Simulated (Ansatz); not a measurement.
All numbers below come from Ansatz 0.2.0, DFT PBE, scalar-relativistic, plane waves, PAW. Settings: cutoff 420 eV, Γ-centred meshes spaced at most about 0.3 Å⁻¹, and about 0.25 Å⁻¹ or finer for metals (2π included), Gaussian smearing. No spin polarisation in the final relaxations.

These are static total energies at zero pressure. All come from trial cells, and lower structures may exist.

**Question.** These unrelaxed guesses for Cd4Te are each relaxed within their symmetry. Order them by the energy at which they end, lowest first.
A.

```
Cd Te
1.0
    -3.17210    3.17210    3.17210
     3.17210   -3.17210    3.17210
     3.17210    3.17210   -3.17210
Cd Te
4 1
Cartesian
  1.5861 1.5861 -1.5861
  1.5861 -1.5861 1.5861
  -1.5861 1.5861 1.5861
  1.5861 1.5861 1.5861
  0.0000 0.0000 0.0000
```

B.

```
Cd Te
1.0
     0.00000    4.24420    4.24420
     4.24420    0.00000    4.24420
     4.24420    4.24420    0.00000
Cd Te
4 1
Cartesian
  2.9271 2.9271 2.9271
  5.5614 5.5614 2.9271
  5.5614 2.9271 5.5614
  2.9271 5.5614 5.5614
  6.3663 6.3663 6.3663
```

C.

```
Cd Te
1.0
     4.95810    0.00000    0.00000
     0.00000    4.95810    0.00000
     0.00000    0.00000    4.95810
Cd Te
4 1
Direct
  0.50000 0.50000 0.50000
  0.00000 0.50000 0.50000
  0.50000 0.00000 0.50000
  0.50000 0.50000 0.00000
  0.00000 0.00000 0.00000
```

D.

```
Cd Te
1.0
    -3.58427    3.58427    2.23458
     3.58427   -3.58427    2.23458
     3.58427    3.58427   -2.23458
Cd Te
4 1
Direct
  0.40000 0.20000 0.60000
  0.20000 0.60000 0.80000
  0.60000 0.80000 0.40000
  0.80000 0.40000 0.20000
  0.00000 0.00000 0.00000
```

**Answer.** D (ends in I4/m, 0 meV/atom), B (ends in F-43m, 103 meV/atom), C (ends in Pm-3m, 225 meV/atom), A (ends in Im-3m, 247 meV/atom). Even the lowest end lies +0.06 eV/atom against the elements.

These runs have no spin–orbit coupling, which can matter for Te. Cells relaxed within their symmetry can be saddle points. Some structure types and database cells were kept out of the candidates from the start, so a known form may be missing.
